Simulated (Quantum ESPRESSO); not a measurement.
## ZrSiTi2O8 (a curve over one atom's position)

Computed values, not a measurement. The program is pw.x of Quantum ESPRESSO 7.5 (plane-wave density functional theory). The cell is made up: 12 atoms on a rutile lattice, with randomly drawn elements, strain and displacements, not relaxed. PseudoDojo standard norm-conserving files (v0.5 for PBE, v0.4.1 for LDA and PBEsol) set the functional; there is no spin polarisation, spin-orbit coupling or dispersion term, and the masses in the input are unused placeholders.

Seven runs move atom 9 (O, counted in the order of the input) along z and keep all else fixed.

Input of the run at +0.0125:

```
&control calculation='scf', pseudo_dir='./dojo.nc.sr.pbe.v0_5.standard.upf', outdir='./o', disk_io='low', tprnfor=.true., tstress=.true. /
&system ibrav=0, nat=12, ntyp=4, nbnd=50, ecutwfc=84.00895049, nosym=.true., tot_charge=0,
 occupations='smearing', smearing='fd', degauss=0.0018374661
/
&electrons conv_thr=7.350e-09, electron_maxstep=60, /
ATOMIC_SPECIES
O 1.0 O.upf
Si 1.0 Si.upf
Ti 1.0 Ti.upf
Zr 1.0 Zr.upf
CELL_PARAMETERS angstrom
4.5759 -0.0052 0.0065
-0.0052 4.5262 -0.0393
0.0084 -0.0507 5.9896
ATOMIC_POSITIONS angstrom
Zr -0.0237 -0.0103 0.0119
Si 2.322 2.2634 1.5082
Ti -0.0059 -0.0593 2.9796
Ti 2.3168 2.2014 4.5072
O 1.3803 1.3697 0.0056
O 3.1175 3.1666 -0.007
O 3.7404 0.8737 1.4644
O 0.9036 3.6344 1.4192
O 1.3756 1.352 3.0317
O 3.1862 3.1503 2.9751
O 3.6882 0.8142 4.536
O 0.9246 3.5833 4.4668
K_POINTS automatic
5 5 4 1 1 1
```

| shift of atom 9 along z (Å) | free energy less that of the input shown (eV) | Fx on atom 9 (eV/Å) | Fy on atom 9 (eV/Å) | Fz on atom 9 (eV/Å) | pressure (GPa) | next band up at Gamma (eV) | iterations |
| --- | --- | --- | --- | --- | --- | --- | --- |
| -0.1713 | -0.2323 | 1.664 | 1.240 | -0.455 | 12.54 | 1.639 | 17 |
| -0.0583 | -0.1239 | 1.449 | 1.045 | -1.450 | 12.96 | 1.657 | 18 |
| +0.0125 | 0.0000 | 1.193 | 0.805 | -2.048 | 13.46 | 1.655 | 17 |
| +0.0586 | 0.1034 | 0.972 | 0.598 | -2.438 | 13.88 | 1.650 | 18 |
| +0.1373 | 0.3220 | 0.493 | 0.147 | -3.126 | 14.78 | 1.629 | 18 |
| +0.1766 | 0.4519 | 0.202 | -0.127 | -3.487 | 15.31 | 1.614 | 18 |

Question: one run is left out of the table, at -0.1197. Estimate its Fz on atom 9 (eV/Å).

Answer: -0.920. The whole row:

| shift of atom 9 along z (Å) | free energy less that of the input shown (eV) | Fx on atom 9 (eV/Å) | Fy on atom 9 (eV/Å) | Fz on atom 9 (eV/Å) | pressure (GPa) | next band up at Gamma (eV) | iterations |
| --- | --- | --- | --- | --- | --- | --- | --- |
| -0.1197 | -0.1968 | 1.595 | 1.180 | -0.920 | 12.68 | 1.650 | 18 |

A cubic fit gives dFz/dz = -8.41 eV/Å² at zero shift. Across the table the free energy follows the integral of the force to within 0.1 meV. A rerun of one of the cells at a cutoff of 1467 eV and k mesh 7 x 7 x 6 moved values by no more than 0.003 eV in energy, 0.05 GPa in stress and 0.003 eV/Å in force. The band column is the level of band 45 at Gamma less that of band 44, whose number is half the electron count, rounded up; it comes from a band step after each run.